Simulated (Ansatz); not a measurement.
# Ansatz 0.2.0, settings compared: CoTePb$_{2}$O$_{6}$

Launch command:

```bash
ansatz run input.yaml --threads 1 --pin off --max-ram 2560MiB --backend cpu --events-out ev --progress --plain --runs-dir out
```

input.yaml:

```yaml
crystal:
  lattice:
    - [-2.806871, 2.806871, 3.968323]
    - [2.806871, -2.806871, 3.968323]
    - [2.806871, 2.806871, -3.968323]
  atoms:
    - { symbol: Pb, position: [0.25, 0.75, 0.5] }
    - { symbol: Pb, position: [0.75, 0.25, 0.5] }
    - { symbol: Co, position: [0.0, 0.0, 0.0] }
    - { symbol: Te, position: [0.5, 0.5, 0.0] }
    - { symbol: O, position: [0.26145, 0.26145, 0.5229] }
    - { symbol: O, position: [0.26145, 0.73855, 0.0] }
    - { symbol: O, position: [0.73855, 0.73855, 0.4771] }
    - { symbol: O, position: [0.73855, 0.26145, 0.0] }
    - { symbol: O, position: [0.2596, 0.2596, 0.0] }
    - { symbol: O, position: [0.7404, 0.7404, 0.0] }
  symmetry: { tolerance: 0.0003 }
kpoints:
  mp_grid: { grid: [5, 5, 5], shift: [0, 0, 0] }
magnetization:
  spin_polarized: false
scf:
  occupations: { method: fermi_dirac, width: 0.0126 }
hamiltonian:
  pseudopotentials: { kind: paw }
  xc: pbesol
basis:
  ecutwfc: 420
output:
  forces: true
  stress: true
  eigenvalues: true
  write_density: true
  write_potential: true
  elf: true
  volumetric_format: npy
```

Origin of the cell: a database entry, scaled a little.

Output of this run (shortened):

```
Pseudopotentials: kind: paw
Pseudopotential: Pb, paw, valence charge 14, recommended cutoff 420 eV (normal), Pb.paw.azcp
Pseudopotential: Co, paw, valence charge 17, recommended cutoff 420 eV (normal), Co.paw.azcp
Pseudopotential: Te, paw, valence charge 16, recommended cutoff 420 eV (normal), Te.paw.azcp
Pseudopotential: O, paw, valence charge 6, recommended cutoff 420 eV (normal), O.paw.azcp
Functional definition: PBEsol
  exchange = pbesol_x
  correlation = pbesol_c
Crystal: 10 atoms, lattice volume = 125.058 Å³
Basis set: ecut = 420 eV, 2421 PW (Γ), exchange–correlation on 80×80×80 points (8 copies of the dense FFT grid, shifted against one another)
Bands: 59, of which v1, the nominal top of the filled ones, is band 49 counted from 1 (48 counted from 0)
Symmetry: 16 space group operations
Space group: I4/mmm (ITA 139), of the structure as read, at distance tolerance 1.5e-3 Å
k-points: 18 of 125
[… 12 lines left out …]
Initial density: superposition of atomic densities (neutral atoms: chi_scale 0, normalization atom), corrected by the library's trained network
Functional: x = pbesol(κ = 0.804, μ = 0.123457), c = pbesol(β = 0.046)
SCF iter   1: F=—  HF=-38863.304710 eV  Δρ=1.57e-2  dr2=2.58e-1
SCF iter   2: F=—  HF=-38863.246446 eV  Δρ=5.57e-3  dr2=4.02e-2  defer=39
SCF iter   3: F=—  HF=-38863.237644 eV  Δρ=1.11e-3  dr2=1.34e-3  defer=39
SCF iter   4: F=—  HF=-38863.237349 eV  Δρ=3.54e-4  dr2=1.83e-4  defer=39
SCF iter   5: F=—  HF=-38863.237299 eV  Δρ=1.43e-4  dr2=1.73e-5  defer=39
SCF iter   6: F=—  HF=-38863.237285 eV  Δρ=1.14e-4  dr2=5.48e-6  defer=39
SCF iter   7: F=—  HF=-38863.237283 eV  Δρ=1.38e-5  dr2=2.64e-7  defer=39
SCF iter   8: F=-38863.237283 eV  HF=-38863.237283 eV  Δρ=3.55e-6  dr2=1.07e-8
SCF 1 converged in 8 iterations: F = -38863.237283 eV  dr2 = 1.07e-8
SCF converged after 8 iterations
Free energy (F): -38863.237283 eV
Harris-Foulkes:  -38863.237283 eV  (|F-HF|=2.39e-9)
Internal energy: -38863.234457 eV  (E = F + TS)
E sigma→0 (E₀):  -38863.235870 eV
Entropy (-TS):   -0.002826 eV (-0.283 meV/atom)
Fermi energy:    12.134197 eV
--- Per-component energies (eV) ---
  E_band       = -500.351190
  E_kinetic    = 2256.265931
  E_local      = -8245.041880  (includes V_loc(G=0)·N_el)
  E_nonlocal   = 1153.686634
  E_hartree    = 3608.594177
  E_xc         = -1156.405932
  E_vxc        = -1135.150798  (∫ρ·V_xc dr)
  E_paw        = -27491.582063  (= ΣΔE_a)
  E_vpaw       = -1747.315935  (= ΣTr[D̂ρ^β])
  E_aug_tail   = 0.014747  (compensation charges beyond the density's cutoff)
  E_ewald      = -8989.665266
  E_core_change = 0.899195  (= ΣΔE_core)
  E_smearing   = -0.002826  (= −TS)
  Σ components = -38863.237283   (vs F -38863.237283, Δ=0.00e0)
--- Forces (eV/Å), atoms counted from 1 ---
  atom   1  Pb     0.000000     0.000000     0.000000
  atom   2  Pb    -0.000000     0.000000     0.000000
[… 3 lines left out …]
  atom   6  O      1.524992    -1.524992    -0.000000
  atom   7  O      1.524992     1.524992     0.000000
  atom   8  O     -1.524992     1.524992    -0.000000
  atom   9  O     -0.000000    -0.000000    -1.867348
  atom  10  O      0.000000    -0.000000     1.867348
  max |Σ_I F_I| component: 8.88e-16 eV/Å
--- Stress (GPa, compression-positive) ---
        1.478924      -0.000000      -0.000000
       -0.000000       1.478924       0.000000
        0.000000       0.000000       0.441314
  P = ⅓ Tr σ = 1.1331 GPa (11.331 kbar)
```

The same input was run again with these changes:

1. `scf.algorithm` default → direct_min; `basis.ecutrho_ratio` default → 6; `scf.initial_density.chi_scale` default → 0.3
2. `basis.ecutrho_ratio` default → 4; `hamiltonian.hubbard` default → { sites: [{ species: Co, l: d, u_eff: 4.0 }], double_counting: fll }
3. `magnetization` { spin_polarized: false } → { spin_polarized: true } (starts: flip); `kpoints.mp_grid.grid` [5, 5, 5] → [2, 2, 2]; `hamiltonian.dispersion` default → d3bjatm; typed moments: none

```
 run        end  SCF iterations  P (GPa)  max force component (eV/Å)  moment (μB)  ΔE(σ→0) (meV/atom)
base  converged               8     1.13                       1.867            –                   0
   1  converged               8     1.13                       1.867            –                0.00
   2  converged              15     1.40                       1.875            –                   –
   3  converged              24     2.36                       0.717         3.00                   –
```

Energies are compared only where functional, datasets, charge and starting cell are the same.

Not properties of the system: run 3 (too coarse or loose: `kpoints.mp_grid.grid` = [2, 2, 2]).

Caveats of the base run: no spin polarisation, so a magnetic state may lie lower; no spin-orbit coupling, though heavy elements are present; the k mesh is coarse if the cell is a metal.

Run 3: one start, so the magnetic state may not be the lowest; spin is on but no moment was typed.

The base run ran for 18 s on 1 thread of Intel(R) Xeon(R) Platinum 8375C CPU @ 2.90GHz (Ice Lake) (shared host), peak memory 0.5 GiB, from the program's own first density.
